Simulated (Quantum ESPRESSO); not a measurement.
# Ti4O6NF: input and log of a self-consistent run

Simulated, not a measurement. The program is pw.x of Quantum ESPRESSO 7.5 (plane-wave density functional theory). The cell is made up: 12 atoms on a rutile lattice, with randomly drawn elements, strain and displacements, not relaxed. PseudoDojo standard norm-conserving files (v0.5 for PBE, v0.4.1 for LDA and PBEsol) set the functional; there is no spin polarisation, spin-orbit coupling or dispersion term, and the masses in the input are unused placeholders.

Input:

```
&control calculation='scf', pseudo_dir='./dojo.nc.sr.pbe.v0_5.standard.upf', outdir='./o', disk_io='low', tprnfor=.true., tstress=.true. /
&system ibrav=0, nat=12, ntyp=4, nbnd=54, ecutwfc=84.00895049, nosym=.true., tot_charge=0,
 occupations='smearing', smearing='fd', degauss=0.0018374661
/
&electrons conv_thr=7.350e-09, electron_maxstep=60, /
ATOMIC_SPECIES
F 1.0 F.upf
N 1.0 N.upf
O 1.0 O.upf
Ti 1.0 Ti.upf
CELL_PARAMETERS angstrom
4.6966 0.0347 0.0276
0.0347 4.5952 -0.0152
0.0352 -0.0194 5.8163
ATOMIC_POSITIONS angstrom
Ti -0.0016 0.001 0.0238
Ti 2.3666 2.3053 1.5142
Ti 0.0371 -0.0183 2.9396
Ti 2.4143 2.2707 4.3768
O 1.4341 1.3726 0.1621
O 3.2753 3.2045 -0.048
O 3.7858 1.0057 1.4743
N 0.9629 3.7059 1.4458
O 1.4349 1.2991 2.8902
F 3.3611 3.2121 2.9314
O 3.7379 0.8668 4.4815
O 1.0121 3.6714 4.3069
K_POINTS automatic
5 5 4 1 1 1
```

The log is shortened where brackets say so; the opening notice, blank lines, dates and the lines on written files are dropped, and the path of the files is cut. It prints rydbergs, bohrs and kilobars, and counts compression as positive stress. With no partly filled state, the Fermi energy that it prints is only some level between the filled and the empty states on the mesh, and need not lie in the true gap.

```
     Program PWSCF v.7.5
     Parallel version (MPI & OpenMP), running on       4 processor cores
     Number of MPI processes:                 4
     Threads/MPI process:                     1
     [start-up lines left out]
     bravais-lattice index     =            0
     lattice parameter (alat)  =       8.8757  a.u.
     unit-cell volume          =     847.0066 (a.u.)^3
     number of atoms/cell      =           12
     number of atomic types    =            4
     number of electrons       =        96.00
     number of Kohn-Sham states=           54
     kinetic-energy cutoff     =      84.0090  Ry
     charge density cutoff     =     336.0358  Ry
     scf convergence threshold =      7.3E-09
     mixing beta               =       0.7000
     number of iterations used =            8  plain     mixing
     Exchange-correlation= PBE
                           (   1   4   3   4   0   0   0)
     [axes and pseudopotential details left out]
   Cartesian axes
     site n.     atom                  positions (alat units)
         1        Ti     tau(   1) = (  -0.0003407   0.0002129   0.0050673  )
         2        Ti     tau(   2) = (   0.5038740   0.4908226   0.3223891  )
         3        Ti     tau(   3) = (   0.0078990  -0.0038963   0.6258717  )
         4        Ti     tau(   4) = (   0.5140298   0.4834559   0.9318667  )
         5        O      tau(   5) = (   0.3053349   0.2922409   0.0345128  )
         6        O      tau(   6) = (   0.6973458   0.6822717  -0.0102197  )
         7        O      tau(   7) = (   0.8060366   0.2141241   0.3138939  )
         8        N      tau(   8) = (   0.2050115   0.7890250   0.3078260  )
         9        O      tau(   9) = (   0.3055053   0.2765920   0.6153539  )
        10        F      tau(  10) = (   0.7156135   0.6838898   0.6241258  )
        11        O      tau(  11) = (   0.7958381   0.1845508   0.9541584  )
        12        O      tau(  12) = (   0.2154867   0.7816796   0.9169842  )
     number of k points=    50  Fermi-Dirac smearing, width (Ry)=  0.0018
                       cart. coord. in units 2pi/alat
        k(    1) = (   0.0986607   0.1017992   0.1006831), wk =   0.0400000
        k(    2) = (   0.0974692   0.1024760   0.3025739), wk =   0.0400000
     [further k points left out]
     Dense  grid:    88057 G-vectors     FFT dimensions: (  54,  54,  72)
     Estimated max dynamical RAM per process >     257.73 MB
     Estimated total dynamical RAM >     966.42 MB
     Initial potential from superposition of free atoms
     starting charge      95.9936, renormalised to      96.0000
     Starting wfcs are   72 randomized atomic wfcs
     total cpu time spent up to now is        9.5 secs
     per-process dynamical memory:   207.3 Mb
     Self-consistent Calculation
     iteration #  1     ecut=    84.01 Ry     beta= 0.70
     Davidson diagonalization with overlap
     ethr =  1.00E-02,  avg # of iterations =  2.0
     total cpu time spent up to now is       23.5 secs
     total energy              =    -741.32142785 Ry
     estimated scf accuracy    <       5.86938963 Ry
     iteration #  2     ecut=    84.01 Ry     beta= 0.70
     Davidson diagonalization with overlap
     ethr =  6.11E-03,  avg # of iterations =  7.0
     total cpu time spent up to now is       52.8 secs
     total energy              =    -734.47318617 Ry
     estimated scf accuracy    <      75.52222444 Ry
     iteration #  3     ecut=    84.01 Ry     beta= 0.70
     Davidson diagonalization with overlap
     ethr =  6.11E-03,  avg # of iterations =  6.4
     total cpu time spent up to now is       77.8 secs
     total energy              =    -744.47303472 Ry
     estimated scf accuracy    <       1.70402253 Ry
     iteration #  4     ecut=    84.01 Ry     beta= 0.70
     Davidson diagonalization with overlap
     ethr =  1.78E-03,  avg # of iterations =  5.5
     total cpu time spent up to now is       93.8 secs
     total energy              =    -744.66980108 Ry
     estimated scf accuracy    <       0.94529496 Ry
     iteration #  5     ecut=    84.01 Ry     beta= 0.70
     Davidson diagonalization with overlap
     ethr =  9.85E-04,  avg # of iterations =  2.0
     total cpu time spent up to now is      107.0 secs
     total energy              =    -744.58697326 Ry
     estimated scf accuracy    <       0.61446255 Ry
     [iterations 6 to 17 left out]
     iteration # 18     ecut=    84.01 Ry     beta= 0.70
     Davidson diagonalization with overlap
     ethr =  1.92E-09,  avg # of iterations =  2.1
     total cpu time spent up to now is      344.4 secs
     total energy              =    -744.58964797 Ry
     estimated scf accuracy    <       0.00000107 Ry
     iteration # 19     ecut=    84.01 Ry     beta= 0.70
     Davidson diagonalization with overlap
     ethr =  1.12E-09,  avg # of iterations =  5.4
     total cpu time spent up to now is      364.6 secs
     total energy              =    -744.58964824 Ry
     estimated scf accuracy    <       0.00000007 Ry
     iteration # 20     ecut=    84.01 Ry     beta= 0.70
     Davidson diagonalization with overlap
     ethr =  7.26E-11,  avg # of iterations =  5.6
     total cpu time spent up to now is      383.6 secs
     total energy              =    -744.58964825 Ry
     estimated scf accuracy    <       0.00000004 Ry
     iteration # 21     ecut=    84.01 Ry     beta= 0.70
     Davidson diagonalization with overlap
     ethr =  4.35E-11,  avg # of iterations =  1.8
     total cpu time spent up to now is      397.0 secs
     total energy              =    -744.58964825 Ry
     estimated scf accuracy    <       0.00000001 Ry
     iteration # 22     ecut=    84.01 Ry     beta= 0.70
     Davidson diagonalization with overlap
     ethr =  1.22E-11,  avg # of iterations =  5.0
     total cpu time spent up to now is      417.1 secs
     End of self-consistent calculation
          k = 0.0987 0.1018 0.1007 ( 11004 PWs)   bands (ev):
   -48.0686 -47.4199 -47.2759 -47.0960 -24.6063 -24.3247 -24.2550 -23.9048
   -23.7891 -23.7440 -23.6715 -23.5859 -23.4897 -23.3841 -23.3533 -23.2615
   -15.6403  -8.5251  -7.7168  -7.5786  -7.4664  -7.2089  -7.1887  -2.1272
     1.5052   2.1295   2.7359   3.8595   4.5360   4.8487   4.9724   5.1125
     5.4072   5.5864   5.7755   6.0828   6.2370   6.4661   6.5325   6.9286
     7.0925   7.4576   7.7130   7.8226   8.5521   8.8868   9.1448   9.8066
    10.9938  11.3961  11.6252  11.7314  12.0341  12.1866
     [levels at the other k points left out]
     the Fermi energy is    10.2945 ev
!    total energy              =    -744.58964825 Ry
     estimated scf accuracy    <          1.0E-09 Ry
     smearing contrib. (-TS)   =      -0.00000000 Ry
     internal energy E=F+TS    =    -744.58964825 Ry
     The total energy is F=E-TS. E is the sum of the following terms:
     one-electron contribution =    -254.69169985 Ry
     hartree contribution      =     175.03566834 Ry
     xc contribution           =    -137.22156440 Ry
     ewald contribution        =    -527.71205234 Ry
     convergence has been achieved in  22 iterations
     Forces acting on atoms (cartesian axes, Ry/au):
     atom    1 type  4   force =     0.03004564   -0.02259963    0.07680297
     atom    2 type  4   force =    -0.09109577   -0.02076452   -0.12897595
     atom    3 type  4   force =     0.09097173    0.04210881   -0.08267958
     atom    4 type  4   force =    -0.05434257   -0.05262818    0.14812123
     atom    5 type  3   force =     0.02566611    0.02787973   -0.06806272
     atom    6 type  3   force =    -0.00991008   -0.00964096   -0.01088604
     atom    7 type  3   force =     0.01231549   -0.02953093    0.02754464
     atom    8 type  2   force =    -0.01731074   -0.00825981    0.03018554
     atom    9 type  3   force =     0.04063138    0.05547810    0.03409286
     atom   10 type  1   force =    -0.00426729   -0.00014838    0.02160555
     atom   11 type  3   force =    -0.01945560    0.03283769   -0.05783862
     atom   12 type  3   force =    -0.00324831   -0.01473193    0.01009013
     Total force =     0.313323     Total SCF correction =     0.000103
     Computing stress (Cartesian axis) and pressure
          total   stress  (Ry/bohr**3)                   (kbar)     P=       78.26
   0.00028022   0.00016910   0.00004648           41.22       24.88        6.84
   0.00016910   0.00049182  -0.00001036           24.88       72.35       -1.52
   0.00004648  -0.00001036   0.00082391            6.84       -1.52      121.20
     init_run     :      9.07s CPU      9.39s WALL (       1 calls)
     electrons    :    405.61s CPU    407.67s WALL (       1 calls)
     forces       :      2.22s CPU      2.26s WALL (       1 calls)
     stress       :      7.47s CPU      7.47s WALL (       1 calls)
     [timing details left out]
     PWSCF        :   7m 4.59s CPU   7m 7.12s WALL
     JOB DONE.
```

In other units: free energy -10130.658 eV for the cell, pressure 7.83 GPa, largest force component 3.808 eV/Å. A rerun of this cell at a cutoff of 1437 eV and k mesh 7 x 7 x 6 moved values by no more than 0.004 eV in energy, 0.05 GPa in stress and 0.002 eV/Å in force.